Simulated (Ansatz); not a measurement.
Space group Immm (No. 71). a = 2.829 Å, b = 4.709 Å, c = 5.463 Å, α = 90.00°, β = 90.00°, γ = 90.00°
```tsv
atom	site	symmetry	x	y	z
Cr	2a	mmm	0.0000	0.0000	0.0000
B	8l	m..	0.0000	0.1958	0.6576
```

Equation of state of this CrB$_{4}$ structure (not necessarily the ground state), with shape and atoms relaxed at each volume where symmetry leaves them free. It has no gap at any of these volumes. Theory: Ansatz, DFT PBEsol, scalar-relativistic, plane waves, PAW.

Cutoff 420 eV; k points 14×14×14 on the computed 5-atom cell (Γ-centred); Gaussian smearing, width 0.10 eV; no spin polarisation.

```tsv
V (Å³/atom)	E − E(largest V) (meV/atom)	P (GPa)
6.404	58.48	46.25
6.622	5.42	32.02
6.840	-29.59	19.74
7.058	-49.07	9.15
7.277	-55.11	0.00
7.495	-49.55	-7.90
7.713	-33.99	-14.72
8.004	0.00	-22.41
```

Fit a third-order Birch–Murnaghan equation to E(V).

V0 = 7.28 Å³/atom, B0 = 283 GPa, B0' = 3.9.